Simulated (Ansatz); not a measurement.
**BaSr3Ti4O12: the gap against volume**

BaSr3Ti4O12, P4/mmm, a = 3.911 Å, c = 15.644 Å. The structure is a Materials Project entry; whether it is the stable form wasn't checked. Ansatz: PBEsol, PAW, 420 eV, Γ-centred 8×8×2 mesh on 20 atoms, Gaussian smearing 0.02 eV; no spin polarisation. Shape and atoms are relaxed at each volume; x = ln(V/V0) with V0 = 11.967 Å³/atom. The gap is read at the mesh points alone.

| x | gap y (eV) |
| --- | --- |
| -0.1278 | 2.019 |
| -0.0943 | ? |
| -0.0619 | 1.928 |
| -0.0305 | 1.876 |
| 0.0000 | 1.828 |
| 0.0296 | 1.780 |
| 0.0583 | 1.726 |
| 0.0953 | 1.659 |

Q: Fit a straight line to the other rows, give the volume deformation potential of the gap and its pressure coefficient, and predict the missing gap. B0 = 184.0 GPa.

A: Means x = -0.005286, y = 1.8309; Σ(Δx)² = 0.03426, ΣΔxΔy = -0.05543; the slope is their ratio. y = 1.8223 − 1.6181 x. The slope is the deformation potential a = dE_g/d ln V = -1.62 eV, and dE_g/dP = −a/B0 = 8.79 meV/GPa. At x = -0.0943 the fit asked for gives 1.975 eV. The run gave 1.975 eV, the same to the digits shown.

Spin-orbit coupling is left out, which matters for the bands of heavy elements. Semilocal functionals give gaps under the measured ones; changes of the gap mostly carry over better.

Cost: 8 runs of about 62 core-minutes in all, on Intel Xeon Processor @ 2.50GHz (Skylake/Cascade Lake) (shared hosts).